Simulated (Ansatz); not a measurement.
Each is relaxed and computed with LDA (plane waves, PAW; program Ansatz). Which is the only one with a gap?
(A) MgB2, P6/mmm (Mg on 1a, B on 2d)
(B) MgO, P6_3/mmc (Mg on 2c, O on 2d)
(C) Re2C, P6_3/mmc (Re on 4f, C on 2c)
(D) Mg2Si, P4/nmm (Mg on 2a, Mg on 2c, Si on 2c)

B, MgO, P6_3/mmc (Mg on 2c, O on 2d). MgO: gap 3.49 eV (direct); Re2C: metal; Mg2Si: metal; MgB2: metal. Not the usual ambient phase: MgO, P6_3/mmc (Mg on 2c, O on 2d); Mg2Si, P4/nmm (Mg on 2a, Mg on 2c, Si on 2c). Standing as an ambient phase not checked: Re2C, P6_3/mmc (Re on 4f, C on 2c). All cells were relaxed under the symmetry of their starts (and spin orders); stability against distortions was not tested throughout. Rows with no word on spin ran without spin polarisation. Spin–orbit coupling is left out wherever it is not named.

Potentials: the later of the program's two PAW sets.
